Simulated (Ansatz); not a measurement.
S in space group P6/mmm (No. 191; S on 1a, S on 2d) under volume change, PBE (plane waves, PAW; program Ansatz), shape and atoms relaxed at each volume.

```csv
V (Å³/atom),E − E(relaxed) (meV/atom),P (GPa)
36.869,1.1,0.11
38.084,…,…
39.300,…,…
40.515,0.0,0.00
41.731,0.1,-0.01
42.946,0.3,-0.03
44.161,0.6,-0.05
```

Q: Complete the blanks.

A: 
- 38.084, E − E(relaxed) (meV/atom): 0.4
- 38.084, P (GPa): 0.08
- 39.300, E − E(relaxed) (meV/atom): 0.1
- 39.300, P (GPa): 0.03

Q: What does a third-order Birch–Murnaghan fit give for V₀, B₀ and B′?

A: V₀ = 40.87 Å³/atom, B₀ = 0.8 GPa, B′ = 6.2.

A made-up cell: these elements were put on the sites of a structure type; neither database checked (COD, Materials Project) lists it. It is not the phase usual at ambient conditions (space group No. 70). The PBE relaxation kept the symmetry of its start; whether a distortion lowers the energy is not shown. A crystal of weakly bound units computed without a dispersion correction: the cell and the soft elastic constants depend strongly on that.

Potentials: the later of the program's two PAW sets.
